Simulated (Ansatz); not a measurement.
HfS2:
```xyz
3
Lattice="3.6518 0.0000 0.0000 -1.8259 3.1626 0.0000 0.0000 0.0000 6.8630" Properties=species:S:1:pos:R:3 pbc="T T T"
Hf     0.0000     0.0000     0.0000
S      0.0000     2.1084     1.4465
S      1.8259     1.0542     5.4165
```

Relaxed with PBE. Special points in fractions of this cell's reciprocal vectors: Γ (0.000, 0.000, 0.000); M (0.500, 0.000, 0.000); K (0.333, 0.333, 0.000); A (0.000, 0.000, 0.500); L (0.500, 0.000, 0.500); H (0.333, 0.333, 0.500).

**Question.** List the band energies nearest the valence-band maximum at these points for the program Ansatz at the PBE level (PAW).

**Answer.** In eV from the valence-band maximum; about four levels below and three above (degenerate sets whole), none deeper than 8.9 eV; points with the same levels are listed once.

| k | below | above |
|---|---|---|
| Γ | -2.61 -2.61 -0.48 0.00 0.00 | 2.07 2.07 2.71 |
| M | -2.37 -2.25 -1.40 -1.08 | 1.34 4.08 4.12 |
| K | -3.36 -3.36 -1.86 -1.86 -1.70 | 2.75 3.68 3.68 |
| A | -2.60 -2.60 -1.17 -0.02 -0.02 | 2.06 2.06 2.92 |
| L | -2.39 -2.23 -1.11 -1.04 | 1.25 4.08 4.13 |
| H | -3.40 -3.40 -1.80 -1.78 -1.78 | 2.80 3.55 3.55 |

Space group P-3m1 (CdI2 type). The PBE relaxation kept the symmetry of its start. No spin polarisation was allowed. The volume lies over 15 % above that of the usual cell of this phase: another minimum, or an error of the functional. A crystal of weakly bound layers computed without a dispersion correction: the cell and the soft elastic constants depend strongly on that. Scalar-relativistic: spin–orbit coupling is off unless named, which matters more the heavier the elements.

Potentials: the later of the program's two PAW sets.
